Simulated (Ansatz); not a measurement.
KLiF2, ordered on the rocksalt lattice (R-3m) with 4 atoms a cell, relaxed with r2SCAN: 7 runs in Ansatz, each a construction of maximally localised Wannier functions. The symmetry is R-3m (No. 166, trigonal); a = 3.245 Å, c = 16.947 Å in the conventional setting, 12.88 Å³ an atom. Li is surrounded by 6 F at 2.17 Å; K is surrounded by 6 F at 2.55 Å; F is surrounded by 3 Li at 2.17 Å and 3 K at 2.55 Å. The calculation is spin-unpolarised, and the structure need not be a phase that has been made.

```
CELL_PARAMETERS angstrom
1.62230 0.93664 5.64890
-1.62230 0.93664 5.64890
0.00000 -1.87328 5.64890
ATOMIC_POSITIONS crystal
Li 0.00000 0.00000 0.00000
K 0.50000 0.50000 0.50000
F 0.26895 0.26895 0.26895
F 0.73105 0.73105 0.73105
```

Windows count from the top of the filled bands; a dash means that no such window was set (without an outer window there is no disentanglement).

| functional | SCF mesh | trial orbitals | functions | mesh | window (eV) | frozen (eV) | Ω total (Å²) | Ω invariant (Å²) | largest spread (Å²) | least projectability | interpolation miss of the model's filled bands (eV, to the nearest computed level) |
| --- | --- | --- | --- | --- | --- | --- | --- | --- | --- | --- | --- |
| PBE | 8×8×8 | F s, F p | 8 | 6×6×6 | – | – | 4.37 | 3.76 | 0.62 | 0.95 | 0.001 |
| PBE | 8×8×8 | F s, F p | 8 | 4×4×4 | – | – | 4.25 | 3.64 | 0.54 | 0.95 | 0.025 |
| PBE | 8×8×8 | F s, F p | 8 | 8×8×8 | – | – | 4.42 | 3.80 | 0.63 | 0.95 | 0.000 |
| PBE | 8×8×8 | F p | 6 | 6×6×6 | – | – | 4.15 | 4.14 | 0.69 | 0.97 | 0.001 |
| r2SCAN | 8×8×8 | F s, F p | 8 | 6×6×6 | – | – | 4.26 | 3.64 | 0.60 | 0.96 | 0.001 |
| r2SCAN | 8×8×8 | F p | 6 | 6×6×6 | – | – | 4.05 | 4.04 | 0.67 | 0.97 | 0.001 |
| HSE06 | 6×6×6 | F s, F p | 8 | 6×6×6 | – | – | 4.24 | 3.62 | 0.60 | 0.95 | – |

A dash in the last column means that the miss wasn't evaluated.

For F s, F p with PBE the spread goes 4.25 Å² (4×4×4), 4.37 Å² (6×6×6), 4.42 Å² (8×8×8): finite differences on a coarse mesh understate it.
